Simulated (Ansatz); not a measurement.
GaN:
```
CELL_PARAMETERS angstrom
      0.00000     2.24907     2.24907
      2.24907     0.00000     2.24907
      2.24907     2.24907     0.00000
ATOMIC_POSITIONS crystal
  Ga 0.00000 0.00000 0.00000
  N  0.25000 0.25000 0.25000
```

Relaxed with r²SCAN.

Problem. Map the electron localisation function on the plane through (0.000, 0.000, 0.000) spanned by u = [1, 0, 0] and v = [-1, 1, 1] in lattice vectors, from r²SCAN (plane waves, PAW; program Ansatz).

Solution. x is the fraction of u, y of v (the angle between them is 90°; rows are the nearest grid lines); atoms in the plane: Ga at (0.00, 0.00), N at (0.50, 0.25).
```
|@ .::-=+++=-::. @|
|...:::-----:::...|
|...:::::::::::...|
|::::::.....::::::|
|::::::.....::::::|
|:::::.......:::::|
|:::...........:::|
|.................|
|.................|
|.......:::.......|
|.....::---::.....|
|....:-=+++=-:....|
|...:-+*###*+-:...|
|..:-+##%%%##+-:..|
|..:=*#%%#%%#*=:..|
|.:-*#%#+=+#%#*-:.|
|::=*%%*:.:*%%*=::|
|::-*%%#-.:#%%*-::|
|::-=#%%*=*%%#=-::|
|:::-+%%%#%%%+-:::|
|...:=*%%%%%*=:...|
|...:-=*###*=-:...|
|@ .::-=+++=-::. @|
```
Scale: ten equal steps from -0.106 (start of ' ') to 0.978 (end of '@'), in the order ' .:-=+*#%@'; x runs from 0.000 to 1.00, y from 0.000 (bottom) to 1.00 (top).

The density is the valence pseudo-density with augmentation charge, so density and ELF within about 1 Å of a nucleus are not all-electron values.

Space group F-43m (zinc blende). Symmetry was held in the r²SCAN relaxation; phonons on a q-mesh show no instability.

Potentials: the earlier of the program's two PAW sets.
